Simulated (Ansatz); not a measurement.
Sr2ZnWO6: relaxation (Ansatz)

Run with:

```bash
ansatz run input.yaml --threads 2 --pin off --max-ram 3584MiB --backend cpu --events-out ev --progress --plain --runs-dir out
```

Input:

```yaml
crystal:
  lattice:
    - [0.0, 3.972901, 3.972901]
    - [3.972901, 0.0, 3.972901]
    - [3.972901, 3.972901, 0.0]
  atoms:
    - { symbol: W, position: [0.0, 0.0, 0.0] }
    - { symbol: Sr, position: [0.25, 0.25, 0.25] }
    - { symbol: Sr, position: [0.75, 0.75, 0.75] }
    - { symbol: O, position: [0.75, 0.25, 0.25] }
    - { symbol: O, position: [0.25, 0.75, 0.25] }
    - { symbol: O, position: [0.25, 0.75, 0.75] }
    - { symbol: O, position: [0.75, 0.25, 0.75] }
    - { symbol: O, position: [0.25, 0.25, 0.75] }
    - { symbol: O, position: [0.75, 0.75, 0.25] }
    - { symbol: Zn, position: [0.5, 0.5, 0.5] }
  symmetry: { tolerance: 0.0003 }
kpoints:
  mp_grid: { grid: [6, 6, 6], shift: [0, 0, 0] }
magnetization:
  spin_polarized: false
scf:
  occupations: { method: fermi_dirac }
  lower_state_search: "off"
hamiltonian:
  pseudopotentials: { kind: paw }
  xc: r2scan
basis:
  ecutwfc: 500
  fft_grid_basis: typed
relax:
  max_steps: 40
  cell: { p_target: 0.0 }
  f_tol: 0.03
output:
  forces: true
  stress: true
  eigenvalues: true
  bader: true
  populations: true
  elf: true
  write_potential: true
  volumetric_format: npy
  dos:
    e_range: [-12, 8]
    de: 0.05
    projected: { site_lists: { O: [O], Sr: [Sr], W: [W], Zn: [Zn] } }
  write_density: true
checkpoint:
  read: saved_state
```

Origin of the cell: a known structure type with other elements, at an estimated volume, so it need not be a known compound.

The smearing width isn't typed, so it takes its default of 0.1 eV.

The saved state is a converged single point of the same cell.

Steps («new basis» is an SCF on plane waves selected anew at the same cell):

| step | ΔF (meV/atom) | max force component (eV/Å) | P (GPa) | volume (Å³) | SCF iterations | step was |
| --- | --- | --- | --- | --- | --- | --- |
| 1 | 0.0 | 3.010 | -5.83 | 125.42 | 7 | accepted |
| 2 | -62.9 | 0.155 | 5.97 | 121.18 | 6 | accepted |
| 3 | -69.8 | 0.084 | -0.66 | 125.72 | 7 | accepted |
| 4 | -69.9 | 0.003 | -0.02 | 125.36 | 4 | accepted |
| 5 | -69.9 | 0.003 | -0.02 | 125.36 | 6 | new basis |

Step 1, with forces in eV/Å:

```xyz
10
Lattice="0.000 3.973 3.973 3.973 0.000 3.973 3.973 3.973 0.000" Properties=species:S:1:pos:R:3:forces:R:3 pbc="T T T" step=1
W     0.000    0.000    0.000    0.000    0.000    0.000
Sr    1.986    1.986    1.986    0.000    0.000    0.000
Sr    5.959    5.959    5.959    0.000    0.000    0.000
O     1.986    3.973    3.973   -3.010    0.000    0.000
O     3.973    1.986    3.973    0.000   -3.010    0.000
O     5.959    3.973    3.973    3.010    0.000    0.000
O     3.973    5.959    3.973    0.000    3.010    0.000
O     3.973    3.973    1.986    0.000    0.000   -3.010
O     3.973    3.973    5.959    0.000    0.000    3.010
Zn    3.973    3.973    3.973    0.000    0.000    0.000
```

Step 2, with forces in eV/Å:

```xyz
10
Lattice="0.000 3.928 3.928 3.928 0.000 3.928 3.928 3.928 0.000" Properties=species:S:1:pos:R:3:forces:R:3 pbc="T T T" step=2
W     0.000    0.000    0.000    0.000    0.000    0.000
Sr    1.964    1.964    1.964    0.000    0.000    0.000
Sr    5.891    5.891    5.891    0.000    0.000    0.000
O     1.897    3.928    3.928    0.155    0.000    0.000
O     3.928    1.897    3.928    0.000    0.155    0.000
O     5.958    3.928    3.928   -0.155    0.000    0.000
O     3.928    5.958    3.928    0.000   -0.155    0.000
O     3.928    3.928    1.897    0.000    0.000    0.155
O     3.928    3.928    5.958    0.000    0.000   -0.155
Zn    3.928    3.928    3.928    0.000    0.000    0.000
```

Step 3, with forces in eV/Å:

```xyz
10
Lattice="0.000 3.976 3.976 3.976 0.000 3.976 3.976 3.976 0.000" Properties=species:S:1:pos:R:3:forces:R:3 pbc="T T T" step=3
W     0.000    0.000    0.000    0.000    0.000    0.000
Sr    1.988    1.988    1.988    0.000    0.000    0.000
Sr    5.964    5.964    5.964    0.000    0.000    0.000
O     1.914    3.976    3.976   -0.084    0.000    0.000
O     3.976    1.914    3.976    0.000   -0.084    0.000
O     6.038    3.976    3.976    0.084    0.000    0.000
O     3.976    6.038    3.976    0.000    0.084    0.000
O     3.976    3.976    1.914    0.000    0.000   -0.084
O     3.976    3.976    6.038    0.000    0.000    0.084
Zn    3.976    3.976    3.976    0.000    0.000    0.000
```

Step 5, with forces in eV/Å:

```xyz
10
Lattice="0.000 3.972 3.972 3.972 0.000 3.972 3.972 3.972 0.000" Properties=species:S:1:pos:R:3:forces:R:3 pbc="T T T" step=5
W     0.000    0.000    0.000    0.000    0.000    0.000
Sr    1.986    1.986    1.986    0.000    0.000    0.000
Sr    5.959    5.959    5.959    0.000    0.000    0.000
O     1.911    3.972    3.972    0.003    0.000    0.000
O     3.972    1.911    3.972    0.000    0.003    0.000
O     6.033    3.972    3.972   -0.003    0.000    0.000
O     3.972    6.033    3.972    0.000   -0.003    0.000
O     3.972    3.972    1.911    0.000    0.000    0.003
O     3.972    3.972    6.033    0.000    0.000   -0.003
Zn    3.972    3.972    3.972    0.000    0.000    0.000
```

```
Free energy lowered by  : 69.9 meV/atom
Volume change           : -0.04 %
Final pressure          : -0.02 GPa
Relaxation steps listed : 5
Gap on the mesh         : 3.28 eV
```

Caveats: no spin-orbit coupling, though heavy elements are present; the relaxation held the start's symmetry, so the end may be a saddle point.

The run took 74 s on 2 threads of Arm Neoverse V2, on a shared host, peak memory 0.91 GiB, from a saved density.
